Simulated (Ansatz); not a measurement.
## Mo (bcc type) under strong compression

```yaml
crystal:
  lattice:
    - [-1.56507, 1.56507, 1.56507]
    - [1.56507, -1.56507, 1.56507]
    - [1.56507, 1.56507, -1.56507]
  atoms:
    - { symbol: Mo, position: [0.00000, 0.00000, 0.00000] }
```

The cell comes from a relaxation on PAW files under the same functional.

Its volume is scaled at fixed shape and fractional positions.

All numbers are PBEsol results (scalar-relativistic) from Ansatz 0.2.0, with a Γ-centred 17×17×17 k mesh, Fermi–Dirac smearing of 0.08 eV, no spin polarisation. Methods: LAPW: all electrons, basis error target 1 meV/atom; PAW: frozen-core files, cutoff 420 eV; crystal datasets: all electrons, by PAW datasets that the program makes for each cell; norm-conserving: pseudopotentials, cutoff 1088 eV; PAW (core large): files with a larger core, cutoff 420 eV.

Energies are extrapolated to zero smearing and count from the unscaled cell; pressure is positive in compression; gaps take the mesh and a band path. No temperature or zero-point motion is included.

The PAW files were made under PBE.

| V/V0 | V (Å³/atom) | P LAPW (GPa) | ΔE LAPW (eV/atom) | P PAW − LAPW (GPa) | ΔE PAW − LAPW (meV/atom) |
| --- | --- | --- | --- | --- | --- |
| 1.00 | 15.33 | 0.01 | 0.000 | 0.00 | 0.0 |
| 0.94 | 14.41 | 19.69 | 0.054 | 0.00 | 0.0 |
| 0.88 | 13.49 | ? | ? | ? | ? |
| 0.80 | 12.27 | 97.7 | 0.777 | 0.02 | 0.1 |
| 0.72 | 11.04 | 177.4 | 1.807 | 0.03 | 0.3 |
| 0.64 | 9.81 | 301.2 | 3.609 | 0.00 | 0.4 |
| 0.55 | 8.43 | 532.8 | 7.107 | -0.25 | -0.3 |
| 0.45 | 6.90 | 1023 | 14.281 | -2.05 | -9.6 |

Fit the Vinet equation to the LAPW pressures shown (residuals weighted by 1/(|P| + 0.03·Pmax)), and predict the pressure of the withheld row.

The fit gives V0 = 15.34 Å³/atom, B0 = 277 GPa and B0′ = 4.21. At 13.49 Å³/atom, x = (V/V0)^(1/3) = 0.9582, and P = 3·B0·(1 − x)/x²·exp[1.5·(B0′ − 1)·(1 − x)] = 46.3 GPa. The run itself gave 46.4 GPa (-0.2 % off) and ΔE = 0.240 eV/atom.

At the smallest volume, how far do crystal datasets and norm-conserving and PAW (core large) lie from LAPW in pressure?

crystal datasets: 0.00 GPa; norm-conserving: +10.64 GPa; PAW (core large): -2.05 GPa, on a LAPW pressure of 1023 GPa.

How do the Löwdin populations by LAPW change from the unscaled cell to the last row?

Mo 4s 1.94 → 1.82, Mo 5s 0.77 → 0.40, Mo 4p 5.99 → 5.84, Mo 4d 5.24 → 5.88 electrons an atom. These are projections on the shells that the free atoms fill; 0.07 e a cell lies outside them at the start and 0.08 e at the end.
